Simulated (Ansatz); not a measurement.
Start of a relaxation of InIrC4N4:

```cif
data_structure
_symmetry_space_group_name_H-M 'P 1'
_symmetry_Int_Tables_number 1
_cell_length_a 5.9865
_cell_length_b 5.9865
_cell_length_c 5.9865
_cell_angle_alpha 90.000
_cell_angle_beta 90.000
_cell_angle_gamma 90.000
_cell_volume 214.55
loop_
_atom_site_label
_atom_site_type_symbol
_atom_site_fract_x
_atom_site_fract_y
_atom_site_fract_z
_atom_site_occupancy
In1 In 0.50000 0.50000 0.50000 1
Ir1 Ir 0.00000 0.00000 0.00000 1
C1 C 0.18488 0.18488 0.18488 1
C2 C 0.18488 0.81512 0.81512 1
C3 C 0.81512 0.18488 0.81512 1
C4 C 0.81512 0.81512 0.18488 1
N1 N 0.29771 0.29771 0.29771 1
N2 N 0.29771 0.70229 0.70229 1
N3 N 0.70229 0.29771 0.70229 1
N4 N 0.70229 0.70229 0.29771 1
```

The calculation used DFT PBE, scalar-relativistic, plane waves, PAW (Ansatz). Cutoff 420 eV, Gaussian smearing, Γ-centred meshes. Cell and atoms relax first on a coarse mesh and then on a finer one. In between, the cell is made exact in the group found at 0.06 Å. In metals the finer mesh still leaves noise of several meV/atom or more. The steps can't lower the symmetry of their start. Collinear spin, starting moments Ir 1.0 μB.

A guess keeps its type if space group and coordination stay and the shape of the cell changes little (axis ratios within about 15 %, angles within 6°); the volume may change.

Question: Will the relaxed cell still be of the starting type?

Answer: It keeps its type. The symmetry stays P-43m (No. 215). The volume per atom grows by 1.8 %, from 21.5 to 21.8 Å³. The shortest distance goes from 1.17 Å (C–N) to 1.18 Å (C–N). Counting neighbours within 15 % of an atom's shortest distance, the start has C 1, In 4, Ir 4, N 1 and the end C 1, In 4, Ir 4, N 1.

The last run used collinear spin, a 6×6×6 mesh for its 10-atom cell and Gaussian smearing of 0.10 eV. These runs have no spin–orbit coupling, which can matter for Ir. The magnetic state reached may not be the lowest. A structure relaxed within its symmetry needn't be a true minimum.
